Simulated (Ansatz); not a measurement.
# LaC2: computed property card

LaC2:
```
CELL_PARAMETERS angstrom
     -1.97456     2.38403     2.65685
      1.97456    -2.38403     2.65685
      1.97456     2.38403    -2.65685
ATOMIC_POSITIONS crystal
  La 0.00000 0.00000 0.00000
  C  0.63498 0.50000 0.13498
  C  0.36502 0.50000 0.86502
```

Space group Immm (No. 71); conventional cell a = 3.949 Å, b = 4.768 Å, c = 5.314 Å, α = 90.00°, β = 90.00°, γ = 90.00°.

Method: LDA in the plane-wave PAW code Ansatz. The cell and atoms are relaxed at this level. Other levels are named where they apply.

Cell and energy:

- Volume per atom: 16.68 Å³
- Density: 5.41 g/cm³
- Formation energy from the elements (no fitted shifts): -2.9 kJ/mol of atoms

Electronic structure:

- Electronic character = metallic (no gap)
- Density of states at the Fermi level = 0.28 states/eV per atom (mean over ±0.08 eV)

Mechanics:

- Bulk modulus (Birch–Murnaghan fit): 101 GPa
- Pressure derivative B′: 4.2

Phonons:

- Highest zone-centre frequency = 1674 cm⁻¹
- Zone-centre stability = no imaginary mode at Γ

The first step of the workflow began from a Materials Project structure, measured or hypothetical; the Crystallography Open Database copy checked does not list it. COD files the formula under space group No. 139. Its standing as an ambient phase is unchecked. The cell was relaxed with LDA under the symmetry of its start. As this level gives no gap, phonon frequencies hold no LO–TO term and depend on the k-mesh and smearing (Fermi–Dirac, 0.1 eV here). The references are the lowest solids computed at this level, not always the standard phases. Spin–orbit coupling is left out wherever it is not named.

Potentials: the later of the program's two PAW sets.
